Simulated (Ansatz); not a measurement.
An elastic tensor (GPa, Voigt order, standard axes) from plane-wave PAW r²SCAN (Ansatz code):

|  | 1 | 2 | 3 | 4 | 5 | 6 |
|---|---|---|---|---|---|---|
| 1 | 381 | 169 | 104 | 20.4 | -4.0 | 0.0 |
| 2 | 169 | 381 | 104 | -20.4 | 4.0 | 0.0 |
| 3 | 104 | 104 | 282 | 0.0 | 0.0 | 0.0 |
| 4 | 20.4 | -20.4 | 0.0 | 30.5 | 0.0 | 4.0 |
| 5 | -4.0 | 4.0 | 0.0 | 0.0 | 30.5 | 20.4 |
| 6 | 0.0 | 0.0 | 0.0 | 4.0 | 20.4 | 106 |

**Question.** Which compound is it?
A) Mg2TeS, R3m (Mg on 3a, Mg on 3a, Te on 3a, S on 3a)
B) InGaP2, R3m (In on 3a, Ga on 3a, P on 3a, P on 3a)
C) ZnGeO3, R-3 (Zn on 6c, Ge on 6c, O on 18f)
D) CoPtO2, R-3m (Co on 3b, Pt on 3a, O on 6c)

**Answer.** C, ZnGeO3, R-3 (Zn on 6c, Ge on 6c, O on 18f)

The first step of the workflow began from a Materials Project structure, measured or hypothetical; the Crystallography Open Database copy checked does not list it. Its standing as an ambient phase is unchecked. The cell was relaxed with r²SCAN under the symmetry of its start; whether a distortion lowers the energy is not shown. Scalar-relativistic: spin–orbit coupling is off unless named, which matters more the heavier the elements.

Potentials: the later of the program's two PAW sets.
